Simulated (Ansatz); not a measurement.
Cu3Si:
```
Cu3Si
1.0
   -1.79213     1.79213     3.58071
    1.79213    -1.79213     3.58071
    1.79213     1.79213    -3.58071
Si Cu
1 3
Direct
  0.00000   0.00000   0.00000
  0.75000   0.25000   0.50000
  0.25000   0.75000   0.50000
  0.50000   0.50000   0.00000
```

Relaxed with PBEsol. Special points in fractions of this cell's reciprocal vectors: Γ (0.000, 0.000, 0.000); X (0.000, 0.000, 0.500); P (0.250, 0.250, 0.250); N (0.000, 0.500, 0.000); M (0.500, 0.500, -0.500); S (0.313, 0.687, -0.313); S0 (-0.313, 0.313, 0.313); R (-0.125, 0.125, 0.500); G (0.500, 0.500, -0.125).

### Question
List the band energies nearest the Fermi level at these points for PBEsol in the plane-wave PAW code Ansatz.

### Answer
In eV from the Fermi level; about four levels below and three above (degenerate sets whole), none deeper than 8.9 eV; points with the same levels are listed once.

```
k                          below                above
-  -----------------------------  -------------------
Γ  -2.97 -2.97 -2.73 -2.26 -1.66       1.86 1.86 2.45
X        -2.87 -2.73 -2.53 -1.61       0.15 1.53 5.98
P        -2.80 -2.69 -1.92 -1.92  1.98 2.43 2.92 2.92
N        -2.61 -2.44 -0.83 -0.01       2.82 4.11 4.28
M        -2.54 -2.26 -1.77 -1.77       3.17 4.11 7.64
S        -3.08 -2.63 -2.44 -2.38       1.09 4.01 4.16
R        -2.75 -2.71 -2.55 -1.59       1.45 2.95 6.38
```

Space group I4/mmm. The first step of the workflow began from a Materials Project structure, measured or hypothetical; the Crystallography Open Database copy checked does not list it. Whether it is the stable phase at ambient conditions was not checked. The cell was relaxed with PBEsol under the symmetry of its start; whether a distortion lowers the energy is not shown. The run is not spin-polarised.

Potentials: the later of the program's two PAW sets.
